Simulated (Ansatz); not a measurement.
BN:
```yaml
crystal:
  lattice:
    - [0.00000, 1.74585, 1.74585]
    - [1.74585, 0.00000, 1.74585]
    - [1.74585, 1.74585, 0.00000]
  atoms:
    - { symbol: N, position: [0.00000, 0.00000, 0.00000] }
    - { symbol: B, position: [0.50000, 0.50000, 0.50000] }
```

Relaxed with r²SCAN. Special points in fractions of this cell's reciprocal vectors: Γ (0.000, 0.000, 0.000); X (0.500, 0.000, 0.500); U (0.625, 0.250, 0.625); K (0.375, 0.375, 0.750); L (0.500, 0.500, 0.500); W (0.500, 0.250, 0.750).

Problem. List the band energies nearest the valence-band maximum at these points for r²SCAN in the plane-wave PAW code Ansatz.

Solution. In eV from the valence-band maximum; about four levels below and three above (degenerate sets whole), none deeper than 8.9 eV; … stands for higher levels left out; points with the same levels are listed once.

```tsv
k	below	above
Γ	-0.93 -0.93 -0.93	9.78 …
X	-5.91 -5.91	1.34 …
U	-4.59	3.59 …
L	-0.74 -0.74	…
W	-7.35	7.61 …
```

Space group Fm-3m (rock salt). A made-up cell: these elements were put on the sites of a structure type; neither database checked (COD, Materials Project) lists it. It is not the phase usual at ambient conditions (space group No. 186, 194, 216). The cell was relaxed with r²SCAN under the symmetry of its start; its stability against distortions is not shown here.

Potentials: the later of the program's two PAW sets.
